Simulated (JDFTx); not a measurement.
| Item | Value |
|---|---|
| surface | HfB2(0001), B outermost, slab composition Hf2B6 |
| bulk | HfB2, P6/mmm, lattice of mp-1994 (not re-optimised) |
| slab | 8 atoms in 5 planes, 1x1, 7.0 Å between the outermost planes |
| in-plane cell | 3.133 × 3.133 Å, 8.50 Å² |
| cell height | 23.0 Å |
| sampling | 8×8×1 k mesh, Fermi smearing 0.01 Ha, no spin polarisation |

Whether this polymorph is the ambient one wasn't checked. Neither spin polarisation nor a larger cell was tried.

Level of theory: PBE, GBRV ultrasoft potentials, plane waves to 20/100 Ha; code: a modified build of JDFTx. Vacuum. The outer atoms relax from bulk positions, keeping the cell's symmetry; the lattice is not PBE's own optimum in this code, and that strain can shift the moves by a few hundredths of an ångström. Input:

```
lattice \
  5.9199068581 -2.9599534291 0.0000000000 \
  0.0000000000 5.1267897296 0.0000000000 \
  0.0000000000 0.0000000000 43.4637008664
coords-type Lattice
ion B 0.6666666670 0.3333333330 -0.1512700000 1
ion B 0.3333333330 0.6666666670 -0.1512700000 1
ion B 0.6666666670 0.3333333330 0.0000000000 0
ion B 0.3333333330 0.6666666670 0.0000000000 0
ion B 0.6666666670 0.3333333330 0.1512700000 1
ion B 0.3333333330 0.6666666670 0.1512700000 1
ion Hf 0.0000000000 0.0000000000 -0.0756350000 0
ion Hf 0.0000000000 0.0000000000 0.0756350000 0
ion-species pseudo/b_pbe_v1.4.upf
ion-species pseudo/hf_pbe_v1.upf
elec-cutoff 20 100
elec-ex-corr gga-PBE
coulomb-interaction Slab 001
coulomb-truncation-embed 0 0 0
kpoint-folding 8 8 1
elec-smearing Fermi 0.01
lcao-params 10
elec-n-bands 34
electronic-scf nIterations 100 energyDiffThreshold 1e-07
ionic-minimize nIterations 10 energyDiffThreshold 1e-5 knormThreshold 4e-4
dump-name vac.$VAR
dump End State Ecomponents EigStats BandEigs Forces ElecDensity IonicPositions Fillings Kpoints Dtot
```

**Question.** How far do the free atoms of the upper face move along the normal, and how much energy is released?

**Answer.** B (atom 5) -0.10 Å, B (atom 6) -0.10 Å (positive: outward). The free energy falls by 0.081 eV per cell, 76 mJ/m².
